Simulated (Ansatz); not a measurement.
NbP (CsCl type, Pm-3m) under volume change, the program Ansatz at the r²SCAN level (PAW), scaled uniformly.

```csv
V (Å³/atom),E − E(relaxed) (meV/atom),P (GPa)
13.657,…,…
14.107,36.5,13.72
14.557,8.7,6.32
15.007,0.0,0.00
15.457,…,…
15.908,29.7,-10.07
16.358,63.8,-14.05
```

### Question
Fill in the missing entries.

### Answer

- 15.457, E − E(relaxed) (meV/atom): 7.8
- 15.457, P (GPa): -5.42
- 13.657, E − E(relaxed) (meV/atom): 86.9
- 13.657, P (GPa): 22.37

### Question
What does a third-order Birch–Murnaghan fit give for V₀, B₀ and B′?

### Answer
V₀ = 15.01 Å³/atom, B₀ = 195 GPa, B′ = 4.2.

A made-up cell: these elements were put on the sites of a structure type; neither database checked (COD, Materials Project) lists it. COD files the formula under space group No. 141, so this cell is another polymorph or a model. Whether it is the stable phase at ambient conditions was not checked. Symmetry was held in the r²SCAN relaxation; whether a distortion lowers the energy is not shown. The run is not spin-polarised.

Potentials: the earlier of the program's two PAW sets.
